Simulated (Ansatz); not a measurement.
TaN (rock salt)

```yaml
crystal:
  lattice:
    - [0.00000, 2.18780, 2.18780]
    - [2.18780, 0.00000, 2.18780]
    - [2.18780, 2.18780, 0.00000]
  atoms:
    - { symbol: N, position: [0.00000, 0.00000, 0.00000] }
    - { symbol: Ta, position: [0.50000, 0.50000, 0.50000] }
```

The slice is a {111} plane (indices of the conventional cell) through the point (0.000, 0.000, 0.000) (fractional), spanned by u = [100] and v = [-1 2 0] in vectors of this cell: u (3.09 Å) and v (5.36 Å, at 90° to u). It covers one period; positions are fractions (u, v).

Method: PBEsol (plane waves to 420 eV, PAW, scalar-relativistic; Ansatz, a first-principles code). k mesh 18×18×18. Near the nuclei the fields are pseudised (PAW); where an atom keeps semicore shells as valence, they peak there. Spin-orbit coupling is left out, though Ta is heavy. TaN is run without spin polarisation. TaN was relaxed with its symmetry unable to fall. This is a high-temperature form of TaN.

Predict the map of the electrostatic potential energy of an electron, from the cell's mean on the slice.


```
|xxxxx%@###@%xxxx|
|xxxxx%#+++#%xxxx|
|xxxx#%+-:-+%#xxx|
|xxx%@#=. .=#%%xx|
|##@@@*-   -*@@@#|
|#%%@%*=:.:=*%@%%|
|=+*#%#*+=+*#%#*+|
|.:=*%@%%#%%@%*=:|
|  -*@@@###@@@*- |
| .=#@%xxxxx%%#=.|
|:-+%#xxxxxxx#%+-|
|++#%xxxxxxxxx%#+|
|##@%xxxxxxxxx%@#|
|%%@%xxxxxxxxx%@%|
|##@%xxxxxxxxx%@#|
|++#%xxxxxxxxx%#+|
|:-+%#xxxxxxx#%+-|
| .=#%%xxxxx%@#=.|
|  -*@@@###@@@*- |
|.:=*%@%%#%%@%*=:|
|=+*#%#*+=+*#%#*+|
|#%%@%*=:.:=*%@%%|
|##@@@*-   -*@@@#|
|xxx%%#=. .=#@%xx|
|xxxx#%+-:-+%#xxx|
|xxxxx%#+++#%xxxx|
|xxxxx%@###@%xxxx|
|xxxxx%@%%%@%xxxx|
```
Scale: ten equal steps from 8.24 (start of ' ') to 11.32 (end of '@'), in the order ' .:-=+*#%@'. Values: electrostatic potential energy of an electron, from the cell's mean, in eV. The map has 16 points along u (one character each, u = 0 at the left) and 28 along v (v = 0 in the bottom row). Points within 0.9 Å of a nucleus are blanked (x), as the pseudised field means little there. The zero, the cell's mean, hangs on the PAW cores.
